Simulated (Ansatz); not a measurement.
Li₂O (anti-fluorite, space group No. 225), plane-wave PAW r²SCAN (Ansatz code). The conduction-band minimum lies at X, with 3 equivalent valleys. Second derivatives d²E/dk² of the lowest band at one valley (eV·Å²), along Cartesian directions:

```tsv
direction	d²E/dk²
[100]	9.416
[010]	17.57
[001]	17.57
[110]	13.49
[101]	13.49
[011]	17.57
```

Question: Find the principal effective masses, the density-of-states mass and the conductivity mass.

Answer: Off-diagonal terms follow from H_xy = H[110] − (H_xx + H_yy)/2, and m*/mₑ = 7.620 eV·Å² over each eigenvalue: 0.43, 0.43, 0.81. One valley's DOS mass (m₁m₂m₃)^(1/3) = 0.53, conductivity mass 3/(Σ 1/mᵢ) = 0.51 mₑ.

Question: What effective density of states Nc follows at 300 K for parabolic valleys?

Answer: Nc = 2.509e19 × 3 × (0.53)^(3/2) ≈ 2.9e19 cm⁻³.

Space group Fm-3m (anti-fluorite). The cell was relaxed with r²SCAN under the symmetry of its start. The volume moved by -21 % from the start of the relaxation. The volume fell by over 15 % from the filed cell, which may lack light atoms or belong to other conditions.

Potentials: the later of the program's two PAW sets.

Edges and masses are those of Kohn–Sham bands, whose gap is no quasiparticle gap.
